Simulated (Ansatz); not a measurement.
HfOs: strain and displacement

```
Hf Os
1.0
     3.23900    0.00000    0.00000
     0.00000    3.23900    0.00000
     0.00000    0.00000    3.23900
Hf Os
1 1
Direct
  0.00000 0.00000 0.00000
  0.50000 0.50000 0.50000
```

Atom numbers follow the list: Hf1, Os2.

The cell comes from COD entry 1523505, which wasn't checked; take it as a given geometry.

Spin–orbit coupling is left out, though it moves levels of the heavy atoms by tenths of an eV or more.

All numbers below come from Ansatz 0.2.0, DFT, PBEsol, all-electron LAPW, scalar-relativistic.

Sampling and basis: a Γ-centred 10×10×10 k mesh, Fermi–Dirac smearing of 0.05 eV, basis error target 1 meV/atom, no spin polarisation.

The unchanged cell is at -3.53 GPa.

In a metal, stresses and small energies carry noise from the k mesh.

x, y and z are the Cartesian axes of the cell as listed; fractional coordinates follow a strain, and an engineering shear is twice the off-diagonal strain component.

With equal xy, yz and zx engineering shear strains of -2 %: energy change +7 meV/atom; stress change (xx, yy, zz, yz, xz, xy) 0.26, 0.26, 0.26, 2.39, 2.39, 2.39 GPa, compression positive.

(1) With this change (equal xy, yz and zx engineering shear strains of -1 %), what becomes of the energy and stress?

(2) With this change (equal xy, yz and zx engineering shear strains of +1 %), what becomes of the energy and stress?

(3) With this change (equal xy, yz and zx engineering shear strains of +2 %), what becomes of the energy and stress?

## Answers

(1) Energy change +2 meV/atom; stress change (xx, yy, zz, yz, xz, xy) 0.06, 0.06, 0.06, 1.15, 1.15, 1.15 GPa, compression positive.

(2) Energy change +2 meV/atom; stress change (xx, yy, zz, yz, xz, xy) 0.06, 0.06, 0.06, -1.08, -1.08, -1.08 GPa, compression positive.

(3) Energy change +7 meV/atom; stress change (xx, yy, zz, yz, xz, xy) 0.24, 0.24, 0.24, -2.09, -2.09, -2.09 GPa, compression positive.
